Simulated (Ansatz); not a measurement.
V₂O₃ (corundum, R-3c) at seven volumes, PBEsol in the plane-wave PAW code Ansatz, shape and atoms relaxed at each. One row is withheld.

```
V (Å³/atom)  P (GPa)
-----------  -------
8.522              ?
8.803          17.57
9.084           8.18
9.365           0.00
9.646          -6.98
9.926         -12.91
10.207        -17.91
```

Problem. Fit the shown pressures and predict the withheld one.

Solution. P = (3/2)B₀(x^(7/2) − x^(5/2))[1 + (3/4)(B′ − 4)(x − 1)] with x = (V₀/V)^(2/3). Least squares on the six rows gives V₀ = 9.365 Å³/atom, B₀ = 250 GPa, B′ = 4.21. At V = 8.522, x = 1.0649 and P = 28.77 GPa. The run itself gave 28.34 GPa.

The cell was relaxed with PBEsol under the symmetry of its start. Magnetic state: ferromagnetic, chosen from 5 collinear starts compared on coarse meshes (ties went to the first, and starts can fall back to one state), not a proven ground state. No Hubbard U is applied.

Potentials: the later of the program's two PAW sets.
